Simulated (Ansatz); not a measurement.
Be$_{2}$C (fluorite or antifluorite type, Fm-3m), DFT-LDA in the program Ansatz with PAW potentials: ε∞ = 6.84, cell volume 19.44 Å³. Infrared-active transverse modes:

```tsv
ω_TO (cm⁻¹)	oscillator strength S_xx (e²/amu)
674.1	1.283
```

Compute the static dielectric constant.

Each mode adds (4.921e7/V) S/ω²: 7.15. So ε0 = 14.0.

What LO frequency does the Lyddane–Sachs–Teller relation give?

ω_LO = ω_TO √(ε0/ε∞) = 964 cm⁻¹.

The cell was relaxed with LDA under the symmetry of its start; phonons on a q-mesh show no instability.

Potentials: the later of the program's two PAW sets.
